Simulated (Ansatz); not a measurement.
Run on LaGeIr: DFT, PBEsol, all-electron LAPW, scalar-relativistic (Ansatz 0.2.0). This run: product.

The cell comes from a relaxation on PAW files under the same functional, begun from a database entry that needn't be the ground state.

Command: `ansatz run input.yaml --threads 2 --pin off --max-ram 5120MiB --backend cpu --events-out ev --progress --plain --runs-dir out` It took 7.5 min on 2 threads of Intel(R) Xeon(R) 6975P-C (Granite Rapids), with other jobs on the host, peak memory 3.5 GiB.

```yaml
crystal:
  lattice:
    - [-2.1606080137, 2.1606080137, 7.0986091842]
    - [2.1606080137, -2.1606080137, 7.0986091842]
    - [2.1606080137, 2.1606080137, -7.0986091842]
  atoms:
    - { symbol: La, position: [0.2450782289, 0.7450782289, 0.5] }
    - { symbol: La, position: [0.4950782289, 0.4950782289, 0.0] }
    - { symbol: Ge, position: [0.665588071, 0.165588071, 0.5] }
    - { symbol: Ge, position: [0.915588071, 0.915588071, 0.0] }
    - { symbol: Ir, position: [0.8373337, 0.3373337, 0.5] }
    - { symbol: Ir, position: [0.0873337, 0.0873337, 0.0] }
kpoints:
  mp_grid: { grid: [11, 11, 11] }
scf:
  occupations: { method: fermi_dirac, width: 0.05 }
hamiltonian:
  xc: pbesol
  pseudopotentials: { kind: all_electron, lapw: { basis_error: 0.0005 } }
output:
  forces: true
  stress: true
  eigenvalues: true
```

Output:

```
LAPW: plane waves up to 9.914 Å⁻¹, error target 5.0e-4 eV per atom; small_component_spin mean_spin; Ge in spheres of 1.181 Å, 22 of its electrons in bands, Dirac shells []; La in spheres of 1.249 Å, 29 of its electrons in bands, Dirac shells []; Ir in spheres of 1.249 Å, 47 of its electrons in bands, Dirac shells [] (how accurate: hamiltonian.pseudopotentials.lapw.basis_error, Limitations)
Engine: ansatz 0.2.0
Pseudopotentials: kind: all_electron
Pseudopotential: La, LAPW, valence charge 29, lapw/all_electron/scalar/gaussian/La, Koelling and Harmon's equation, gaussian nucleus
Pseudopotential: Ge, LAPW, valence charge 22, lapw/all_electron/scalar/gaussian/Ge, Koelling and Harmon's equation, gaussian nucleus
Pseudopotential: Ir, LAPW, valence charge 47, lapw/all_electron/scalar/gaussian/Ir, Koelling and Harmon's equation, gaussian nucleus
Functional definition: PBEsol
  exchange = pbesol_x
  correlation = pbesol_c
Crystal: 6 atoms, lattice volume = 132.552 Å³
Basis set: ecut = 374.49905531467704 eV, 2211 PW (Γ), FFT grids on a1+a3, a2+a3, a3, exchange–correlation at level 2
Bands: 118, of which v1, the nominal top of the filled ones, is band 98 counted from 1 (97 counted from 0)
Symmetry: 8 space group operations
Space group: I41md (ITA 109), of the structure as read, at distance tolerance 5.1e-5 Å
k-points: 126 of 1331 (time reversal used)
Non-local potential: La, projectors of the file, none
Non-local potential: Ge, projectors of the file, none
Non-local potential: Ir, projectors of the file, none
Initial density: superposition of atomic densities (chi_scale 0.1, normalization cell, long waves kept (reshape's long-wave potential 0.00 eV rms))
Initial wavefunctions: plane waves of lowest kinetic energy (no species holds an atomic orbital)
Functional: x = pbesol(κ = 0.804, μ = 0.12345679012345678), c = pbesol(β = 0.046)
iter 1 solved again at ethr=1.70e-3 eV; its pass at ethr=1.00e-1 eV (dr2=3.34e0 eV) is discarded
SCF iter   1: F=—  HF=-1545973.687354 eV  |F-HF|=—  |Δ(HF+E_count)|=         —  Δρ=3.04e-2  dr2=3.34e0  ethr=1.70e-3  ⟨swp⟩=2.0  Hψ=90932  notcnv=0
preconditioner: auto → Kerker (q_TF=auto, 2.912 Å⁻¹)  [metal: Δε(μ)=0.038 eV  Ē_g=14.567 eV  σ=0.050 eV  W_gap=0.19  n_scr=54 (ndim 8)  ℏωp=25.8 eV  f_vac=0.000  D(μ)=2.18/eV (n_scr^D=10)]
SCF iter   2: F=—  HF=-1545973.092151 eV  |F-HF|=—  |Δ(HF+E_count)|=   5.95e-1  Δρ=1.62e-2  dr2=7.12e-1  ethr=1.70e-3  ⟨swp⟩=2.0  Hψ=45875  notcnv=0  defer=1
SCF iter   3: F=—  HF=-1545973.012101 eV  |F-HF|=—  |Δ(HF+E_count)|=   8.01e-2  Δρ=1.47e-2  dr2=8.71e-1  ethr=3.63e-4  ⟨swp⟩=2.0  Hψ=43659  notcnv=0
iter 4 solved again at ethr=3.34e-5 eV; its pass at ethr=3.63e-4 eV (dr2=6.56e-2 eV) is discarded
SCF iter   4: F=—  HF=-1545972.859591 eV  |F-HF|=—  |Δ(HF+E_count)|=   1.53e-1  Δρ=6.06e-3  dr2=6.56e-2  ethr=3.34e-5  ⟨swp⟩=2.0  Hψ=74325  notcnv=0
SCF iter   5: F=—  HF=-1545972.829938 eV  |F-HF|=—  |Δ(HF+E_count)|=         —  Δρ=2.99e-3  dr2=1.75e-2  ethr=3.34e-5  ⟨swp⟩=2.0  Hψ=43746  notcnv=0
the basis was enlarged: its passes take 999.0 KiB over the memory plan, 2 of 2 planned eigensolver slots
SCF iter   6: F=—  HF=-1545972.820750 eV  |F-HF|=—  |Δ(HF+E_count)|=   9.19e-3  Δρ=1.17e-3  dr2=2.35e-3  ethr=8.94e-6  ⟨swp⟩=2.9  Hψ=43977  notcnv=0
SCF iter   7: F=—  HF=-1545972.820491 eV  |F-HF|=—  |Δ(HF+E_count)|=   2.59e-4  Δρ=5.15e-4  dr2=5.41e-4  ethr=1.20e-6  ⟨swp⟩=2.0  Hψ=43735  notcnv=0
SCF iter   8: F=—  HF=-1545972.820445 eV  |F-HF|=—  |Δ(HF+E_count)|=   4.61e-5  Δρ=2.20e-4  dr2=1.13e-4  ethr=2.76e-7  ⟨swp⟩=2.0  Hψ=43735  notcnv=0
SCF iter   9: F=—  HF=-1545972.820434 eV  |F-HF|=—  |Δ(HF+E_count)|=   1.05e-5  Δρ=5.94e-5  dr2=8.76e-6  ethr=5.77e-8  ⟨swp⟩=2.8  Hψ=43906  notcnv=0
SCF iter  10: F=—  HF=-1545972.820433 eV  |F-HF|=—  |Δ(HF+E_count)|=   1.74e-6  Δρ=3.54e-5  dr2=4.09e-6  ethr=4.47e-9  ⟨swp⟩=3.0  Hψ=44008  notcnv=0
[... lines left out ...]
SCF converged after 12 iterations
Free energy (F): -1545972.820430 eV
Harris-Foulkes:  -1545972.820431 eV  (|F-HF|=1.20e-7)
Internal energy: -1545972.796304 eV  (E = F + TS)
E sigma→0 (E₀):  -1545972.808367 eV
Entropy (-TS):   -0.024127 eV (-4.021 meV/atom)
Fermi energy:    17.769850 eV
--- Per-component energies (eV) ---
  E_band       = -18729.180990
  E_kinetic    = 1707207.187627
  E_xc         = -33857.137055
  E_electrostatic = -3219322.846876  (all electrons and nuclei)
  E_smearing   = -0.024127  (= −TS)
  E_closure    = 0.000000  (closes the sum)
  E_atoms      = -1545927.097895  (free atoms, spherical and without spin; not in F)
  Σ components = -1545972.820430   (vs F -1545972.820430, Δ=0.00e0)
  Basis errors (estimates in eV, not in F): energy 1.8e-4 per atom: plane waves 1.6e-4 (9.2e-5 summed), levels above the bands 7.2e-36, relativity 1.9e-8, radial functions 2.1e-5, core shells 5.7e-8; eigenvalues (radial functions only) 1.3e-6; not estimated: angular momenta, meshes, grids; target (lapw.basis_error) 5.0e-4; muffin-tin radii Ge 1.181 Å, La 1.249 Å, Ir 1.249 Å
--- Forces (eV/Å), atoms counted from 1 ---
  atom   1  La     0.00000000     0.00000000     0.00056921
  atom   2  La    -0.00000000     0.00000000     0.00056921
  atom   3  Ge    -0.00000000     0.00000000    -0.00201645
  atom   4  Ge    -0.00000000     0.00000000    -0.00201645
  atom   5  Ir     0.00000000    -0.00000000     0.00147862
  atom   6  Ir     0.00000000     0.00000000     0.00147862
  max |Σ_I F_I| component: 6.28e-5 eV/Å
--- Stress (GPa, compression-positive) ---
        0.021586       0.000000       0.000000
        0.000000       0.021586       0.000000
        0.000000       0.000000       0.072444
  P = ⅓ Tr σ = 0.0385 GPa (0.385 kbar)
--- Band table (eV; the first three rows and the last of 126) ---
  k-point 0: bands = ["-471.5074", "-471.5074", "-471.4861", "-471.4861", "-471.4797", "-471.4797", "-266.2546", "-266.2546", "-266.2534", "-266.2534", "-266.2251", "-266.2251", "-266.2245", "-266.2245", "-266.2225", "-266.2225", "-240.8362", "-240.8362", "-174.5416", "-174.5416", "-174.5279", "-174.5279", "-174.5065", "-174.5065", "-144.9155", "-144.9155", "-92.2781", "-92.2781", "-92.2076", "-92.2076", "-92.1933", "-92.1933", "-78.6952", "-78.6951", "-78.6927", "-78.6927", "-78.6687", "-78.6687", "-78.6663", "-78.6663", "-78.6619", "-78.6619", "-73.7495", "-73.7494", "-38.1452", "-38.1452", "-38.1429", "-38.1429", "-38.1132", "-38.1132", "-38.1112", "-38.1112", "-38.1048", "-38.1048", "-38.0991", "-38.0991", "-38.0987", "-38.0987", "-30.7246", "-30.7213", "-30.7213", "-30.7205", "-30.4887", "-30.4887", "-14.4752", "-14.4290", "-6.2516", "-6.2486", "-6.2235", "-6.2235", "-6.2158", "-6.2147", "-6.1976", "-6.1852", "-6.1801", "-6.1801", "1.3695", "1.8358", "1.8358", "1.8886", "1.8886", "1.9473", "7.6580", "9.1968", "12.8774", "13.3684", "14.1207", "14.1207", "14.6931", "14.9085", "15.2543", "15.2543", "15.3046", "15.6821", "16.1129", "17.4112", "17.4112", "18.4037", "18.4812", "18.4812", "18.8439", "19.0641", "19.9970", "19.9970", "20.1910", "20.3005", "20.3109", "20.3235", "20.3401", "20.3401", "20.3634", "20.4279", "20.5343", "20.5343", "20.6065", "20.6065", "21.3631", "21.7080"]
  k-point 1: bands = ["-471.5074", "-471.5074", "-471.4861", "-471.4861", "-471.4797", "-471.4797", "-266.2546", "-266.2546", "-266.2534", "-266.2534", "-266.2251", "-266.2251", "-266.2245", "-266.2245", "-266.2225", "-266.2225", "-240.8362", "-240.8362", "-174.5416", "-174.5416", "-174.5279", "-174.5279", "-174.5065", "-174.5065", "-144.9155", "-144.9155", "-92.2781", "-92.2781", "-92.2076", "-92.2076", "-92.1933", "-92.1933", "-78.6951", "-78.6951", "-78.6927", "-78.6927", "-78.6687", "-78.6687", "-78.6663", "-78.6663", "-78.6619", "-78.6619", "-73.7495", "-73.7494", "-38.1452", "-38.1452", "-38.1429", "-38.1429", "-38.1132", "-38.1132", "-38.1112", "-38.1112", "-38.1048", "-38.1048", "-38.0991", "-38.0991", "-38.0987", "-38.0987", "-30.7246", "-30.7215", "-30.7214", "-30.7205", "-30.4888", "-30.4888", "-14.4716", "-14.4280", "-6.2511", "-6.2482", "-6.2237", "-6.2234", "-6.2159", "-6.2149", "-6.1976", "-6.1855", "-6.1810", "-6.1809", "1.3926", "1.8043", "1.8122", "1.8461", "1.8711", "1.9517", "7.8207", "9.2052", "12.9562", "13.4365", "13.9828", "14.1375", "14.7193", "14.8265", "15.1084", "15.2885", "15.5942", "15.6633", "16.0000", "17.0776", "17.3692", "18.2049", "18.2438", "18.9409", "18.9470", "19.0765", "19.9688", "20.0178", "20.1826", "20.2807", "20.2856", "20.3218", "20.3444", "20.3546", "20.3630", "20.3916", "20.5253", "20.5529", "20.5673", "20.6974", "21.4422", "21.5195"]
  k-point 2: bands = ["-471.5074", "-471.5074", "-471.4861", "-471.4861", "-471.4797", "-471.4797", "-266.2546", "-266.2546", "-266.2534", "-266.2534", "-266.2251", "-266.2251", "-266.2245", "-266.2245", "-266.2225", "-266.2225", "-240.8362", "-240.8362", "-174.5416", "-174.5416", "-174.5279", "-174.5279", "-174.5065", "-174.5065", "-144.9155", "-144.9155", "-92.2781", "-92.2781", "-92.2076", "-92.2076", "-92.1933", "-92.1933", "-78.6951", "-78.6951", "-78.6927", "-78.6927", "-78.6687", "-78.6687", "-78.6663", "-78.6663", "-78.6619", "-78.6619", "-73.7495", "-73.7494", "-38.1452", "-38.1452", "-38.1429", "-38.1429", "-38.1132", "-38.1132", "-38.1112", "-38.1112", "-38.1048", "-38.1048", "-38.0991", "-38.0991", "-38.0987", "-38.0987", "-30.7243", "-30.7220", "-30.7217", "-30.7206", "-30.4890", "-30.4890", "-14.4621", "-14.4255", "-6.2497", "-6.2471", "-6.2241", "-6.2231", "-6.2161", "-6.2151", "-6.1974", "-6.1864", "-6.1834", "-6.1832", "1.4521", "1.7248", "1.7561", "1.7609", "1.8260", "1.9491", "8.2123", "9.2195", "13.0565", "13.5875", "13.7806", "14.2700", "14.6331", "14.7032", "15.2353", "15.2726", "15.6038", "15.6307", "16.0737", "16.8013", "17.0005", "17.7611", "18.1701", "18.9969", "19.1469", "19.4945", "19.9195", "20.0011", "20.1463", "20.2392", "20.2405", "20.3118", "20.3288", "20.3384", "20.3666", "20.3877", "20.4884", "20.5752", "20.6576", "20.9093", "21.0779", "21.1560"]
  k-point 125: bands = ["-471.5074", "-471.5074", "-471.4861", "-471.4861", "-471.4797", "-471.4797", "-266.2546", "-266.2546", "-266.2534", "-266.2534", "-266.2251", "-266.2251", "-266.2245", "-266.2245", "-266.2225", "-266.2225", "-240.8362", "-240.8362", "-174.5416", "-174.5416", "-174.5279", "-174.5279", "-174.5065", "-174.5065", "-144.9155", "-144.9155", "-92.2781", "-92.2781", "-92.2076", "-92.2076", "-92.1933", "-92.1933", "-78.6951", "-78.6951", "-78.6927", "-78.6927", "-78.6687", "-78.6687", "-78.6663", "-78.6663", "-78.6619", "-78.6619", "-73.7495", "-73.7495", "-38.1452", "-38.1452", "-38.1429", "-38.1429", "-38.1132", "-38.1132", "-38.1112", "-38.1112", "-38.1048", "-38.1048", "-38.0991", "-38.0991", "-38.0987", "-38.0987", "-30.7226", "-30.7226", "-30.7214", "-30.7213", "-30.4888", "-30.4887", "-14.4513", "-14.4507", "-6.2502", "-6.2501", "-6.2235", "-6.2235", "-6.2154", "-6.2152", "-6.1914", "-6.1911", "-6.1810", "-6.1802", "1.6257", "1.6428", "1.7954", "1.8134", "1.8955", "1.9169", "8.4136", "8.4382", "13.0879", "13.2179", "13.9024", "13.9754", "14.9202", "14.9972", "15.3891", "15.4899", "15.5803", "15.6122", "16.6434", "16.8791", "17.3276", "17.3996", "18.3762", "18.4717", "19.0670", "19.1785", "20.0842", "20.0848", "20.1910", "20.2067", "20.2602", "20.2710", "20.3164", "20.3291", "20.3753", "20.3821", "20.4671", "20.4740", "20.7030", "20.7681", "21.6270", "21.9918"]
```

Next run (reactant 1), as changes to the input before:

```diff
   lattice:
-    - [-2.1606080137, 2.1606080137, 7.0986091842]
-    - [2.1606080137, -2.1606080137, 7.0986091842]
-    - [2.1606080137, 2.1606080137, -7.0986091842]
+    - [-2.1242496421, 2.1242496421, 7.7375242521]
+    - [2.1242496421, -2.1242496421, 7.7375242521]
+    - [2.1242496421, 2.1242496421, -7.7375242521]
   atoms:
-    - { symbol: La, position: [0.2450782289, 0.7450782289, 0.5] }
-    - { symbol: La, position: [0.4950782289, 0.4950782289, 0.0] }
-    - { symbol: Ge, position: [0.665588071, 0.165588071, 0.5] }
-    - { symbol: Ge, position: [0.915588071, 0.915588071, 0.0] }
-    - { symbol: Ir, position: [0.8373337, 0.3373337, 0.5] }
-    - { symbol: Ir, position: [0.0873337, 0.0873337, 0.0] }
+    - { symbol: La, position: [0.25, 0.75, 0.5] }
+    - { symbol: La, position: [0.5, 0.5, 0.0] }
+    - { symbol: Ge, position: [0.6681732512, 0.1681732512, 0.5] }
+    - { symbol: Ge, position: [0.0818267488, 0.0818267488, 0.0] }
+    - { symbol: Ge, position: [0.8318267488, 0.3318267488, 0.5] }
+    - { symbol: Ge, position: [0.9181732512, 0.9181732512, 0.0] }
 kpoints:
```

Results part of the output:

```
SCF 1 converged in 10 iterations: F = -690342.590893 eV  dr2 = 4.09e-8
SCF converged after 10 iterations
Free energy (F): -690342.590893 eV
[... lines left out ...]
  k-point 1: bands = ["-244.8293", "-244.8293", "-178.5231", "-178.5231", "-178.5117", "-178.5117", "-178.5117", "-178.5117", "-148.8489", "-148.8486", "-148.8481", "-148.8478", "-96.1897", "-96.1873", "-96.1849", "-96.1826", "-96.1797", "-96.1796", "-96.1724", "-96.1724", "-96.1111", "-96.1111", "-96.1103", "-96.1103", "-82.6681", "-82.6681", "-82.6616", "-82.6616", "-82.6616", "-82.6616", "-82.6583", "-82.6583", "-82.6512", "-82.6512", "-18.3704", "-18.3506", "-10.3131", "-10.2938", "-10.2794", "-10.2191", "-10.1881", "-10.1697", "-10.1568", "-10.1474", "-10.1438", "-10.1377", "-10.1366", "-10.0854", "-10.0852", "-10.0576", "-10.0553", "-10.0466", "-10.0418", "-10.0229", "-10.0219", "-10.0103", "-2.3939", "-2.0566", "-2.0411", "-2.0398", "-2.0283", "-1.9790", "2.8194", "4.7781", "5.8346", "10.1111", "10.8871", "11.3387", "12.1173", "12.3285", "12.5312", "13.6590", "13.9149", "14.2836", "15.0215", "15.1485", "15.5628", "15.8070", "15.8365", "16.1688", "16.3220", "16.3502", "16.3811", "16.4085", "16.4472", "16.4851", "16.5107", "16.5290"]
  k-point 2: bands = ["-244.8293", "-244.8293", "-178.5231", "-178.5231", "-178.5117", "-178.5117", "-178.5117", "-178.5117", "-148.8489", "-148.8485", "-148.8482", "-148.8478", "-96.1897", "-96.1876", "-96.1849", "-96.1831", "-96.1791", "-96.1788", "-96.1727", "-96.1727", "-96.1110", "-96.1110", "-96.1104", "-96.1104", "-82.6681", "-82.6681", "-82.6616", "-82.6616", "-82.6616", "-82.6616", "-82.6583", "-82.6583", "-82.6512", "-82.6512", "-18.3617", "-18.3447", "-10.3222", "-10.2970", "-10.2607", "-10.2335", "-10.2067", "-10.1784", "-10.1561", "-10.1479", "-10.1338", "-10.1326", "-10.1282", "-10.0823", "-10.0807", "-10.0600", "-10.0567", "-10.0403", "-10.0382", "-10.0212", "-10.0208", "-10.0114", "-2.3301", "-2.1677", "-2.1139", "-2.1079", "-2.0891", "-1.9752", "3.2294", "4.8519", "5.9255", "9.2739", "10.1311", "11.1121", "11.6122", "12.5287", "12.9713", "13.5946", "14.3148", "14.4162", "14.4661", "14.8513", "15.8468", "15.9774", "16.1712", "16.1722", "16.3136", "16.3288", "16.3395", "16.3887", "16.4195", "16.4391", "16.4809", "16.5198"]
  k-point 125: bands = ["-244.8293", "-244.8293", "-178.5231", "-178.5231", "-178.5117", "-178.5117", "-178.5117", "-178.5117", "-148.8488", "-148.8488", "-148.8479", "-148.8479", "-96.1888", "-96.1888", "-96.1834", "-96.1833", "-96.1800", "-96.1797", "-96.1724", "-96.1722", "-96.1111", "-96.1111", "-96.1103", "-96.1103", "-82.6681", "-82.6681", "-82.6616", "-82.6616", "-82.6616", "-82.6616", "-82.6583", "-82.6583", "-82.6512", "-82.6512", "-18.3621", "-18.3617", "-10.2993", "-10.2926", "-10.2723", "-10.2626", "-10.1835", "-10.1751", "-10.1532", "-10.1523", "-10.1203", "-10.1180", "-10.1153", "-10.1144", "-10.0778", "-10.0750", "-10.0477", "-10.0474", "-10.0443", "-10.0425", "-10.0102", "-10.0094", "-2.2230", "-2.2114", "-2.0705", "-2.0380", "-1.9997", "-1.9663", "3.4229", "3.4488", "7.8077", "7.9423", "11.0659", "11.5156", "12.2627", "12.4864", "12.7012", "13.2768", "14.6657", "14.8325", "15.2212", "15.2693", "15.8529", "15.9125", "16.1415", "16.1562", "16.2332", "16.2586", "16.4140", "16.4412", "16.4796", "16.5601", "16.5976", "16.6466"]
```

Next run (reactant 2), as changes to the input before:

```diff
   lattice:
-    - [-2.1242496421, 2.1242496421, 7.7375242521]
-    - [2.1242496421, -2.1242496421, 7.7375242521]
-    - [2.1242496421, 2.1242496421, -7.7375242521]
+    - [0.0, 3.8189642031, 3.8189642031]
+    - [3.8189642031, 0.0, 3.8189642031]
+    - [3.8189642031, 3.8189642031, 0.0]
   atoms:
-    - { symbol: La, position: [0.25, 0.75, 0.5] }
-    - { symbol: La, position: [0.5, 0.5, 0.0] }
-    - { symbol: Ge, position: [0.6681732512, 0.1681732512, 0.5] }
-    - { symbol: Ge, position: [0.0818267488, 0.0818267488, 0.0] }
-    - { symbol: Ge, position: [0.8318267488, 0.3318267488, 0.5] }
-    - { symbol: Ge, position: [0.9181732512, 0.9181732512, 0.0] }
+    - { symbol: La, position: [0.0, 0.0, 0.0] }
+    - { symbol: La, position: [0.25, 0.25, 0.25] }
+    - { symbol: Ir, position: [0.625, 0.625, 0.625] }
+    - { symbol: Ir, position: [0.125, 0.625, 0.625] }
+    - { symbol: Ir, position: [0.625, 0.625, 0.125] }
+    - { symbol: Ir, position: [0.625, 0.125, 0.625] }
 kpoints:
-  mp_grid: { grid: [11, 11, 11] }
+  mp_grid: { grid: [8, 8, 8] }
 scf:
```

Results part of the output:

```
SCF 1 converged in 11 iterations: F = -2401601.848524 eV  dr2 = 1.68e-8
SCF converged after 11 iterations
[... lines left out ...]
  k-point 2: bands = ["-259.1430", "-259.1430", "-259.1430", "-259.1430", "-259.1430", "-259.1430", "-259.1430", "-259.1430", "-259.1209", "-259.1209", "-259.1209", "-259.1209", "-259.0827", "-259.0827", "-259.0827", "-259.0827", "-259.0827", "-259.0827", "-259.0827", "-259.0827", "-232.8321", "-232.8321", "-166.5284", "-166.5284", "-166.5284", "-166.5284", "-166.5284", "-166.5284", "-70.6975", "-70.6975", "-70.6975", "-70.6971", "-70.6971", "-70.6971", "-70.6879", "-70.6879", "-70.6878", "-70.6878", "-66.6371", "-66.5992", "-66.5941", "-66.5941", "-31.0238", "-31.0238", "-31.0222", "-31.0218", "-31.0213", "-31.0213", "-31.0181", "-31.0175", "-31.0175", "-31.0156", "-31.0156", "-31.0145", "-31.0046", "-31.0041", "-31.0041", "-31.0014", "-31.0014", "-31.0009", "-31.0009", "-31.0009", "-30.9482", "-30.9482", "-30.9481", "-30.9473", "-30.9419", "-30.9409", "-30.9407", "-30.9407", "-24.0367", "-23.6537", "-23.6346", "-23.6346", "-23.4671", "-23.4671", "-23.3547", "-23.3064", "-23.3064", "-23.2616", "-23.2616", "-23.2415", "-6.8903", "-6.4737", "8.7269", "8.7269", "8.7606", "9.7705", "9.8813", "9.8813", "17.3506", "19.7166", "19.7419", "19.7419", "20.3778", "21.1668", "21.1668", "21.4784", "21.7526", "21.7526", "23.3769", "23.5035", "23.5035", "23.7527", "23.7527", "23.9515", "24.3146", "24.4039", "24.4039", "24.8590", "24.8590", "25.5557", "25.8384", "25.8384", "27.1266", "27.1266", "27.3169", "27.6717", "27.7717", "27.7717", "27.8498", "27.9449", "28.0536", "28.0536", "28.3443", "28.3990", "28.3990", "28.5125", "28.5301", "28.5856", "28.5856", "28.7494", "28.7494", "30.1550"]
  k-point 28: bands = ["-259.1430", "-259.1430", "-259.1430", "-259.1430", "-259.1430", "-259.1430", "-259.1430", "-259.1430", "-259.1209", "-259.1209", "-259.1209", "-259.1209", "-259.0827", "-259.0827", "-259.0827", "-259.0827", "-259.0827", "-259.0827", "-259.0827", "-259.0827", "-232.8321", "-232.8321", "-166.5284", "-166.5284", "-166.5284", "-166.5284", "-166.5284", "-166.5284", "-70.6976", "-70.6976", "-70.6973", "-70.6973", "-70.6971", "-70.6971", "-70.6879", "-70.6879", "-70.6879", "-70.6879", "-66.6181", "-66.6181", "-66.5941", "-66.5941", "-31.0228", "-31.0228", "-31.0210", "-31.0210", "-31.0201", "-31.0201", "-31.0184", "-31.0184", "-31.0175", "-31.0175", "-31.0165", "-31.0165", "-31.0038", "-31.0038", "-31.0028", "-31.0028", "-31.0019", "-31.0019", "-31.0009", "-31.0009", "-30.9482", "-30.9482", "-30.9477", "-30.9477", "-30.9414", "-30.9414", "-30.9407", "-30.9407", "-23.8143", "-23.8143", "-23.5479", "-23.5479", "-23.4486", "-23.4486", "-23.4022", "-23.4022", "-23.3136", "-23.3136", "-23.2944", "-23.2944", "-6.6821", "-6.6821", "8.5012", "8.5012", "9.3022", "9.3022", "10.1094", "10.1094", "19.2862", "19.2862", "20.7901", "20.7901", "21.1431", "21.1431", "21.2276", "21.2276", "22.0906", "22.0906", "22.0958", "22.0958", "22.6248", "22.6248", "22.7390", "22.7390", "23.9194", "23.9194", "24.0600", "24.0600", "25.0891", "25.0891", "26.4375", "26.4375", "27.3905", "27.3905", "27.4187", "27.4187", "27.9220", "27.9220", "27.9669", "27.9669", "28.2595", "28.2595", "28.3593", "28.3593", "28.3948", "28.3948", "28.8197", "28.8197", "28.8667", "28.8667", "30.1960", "30.1960"]
```

Spin–orbit coupling is left out, which matters for the heavy atoms.
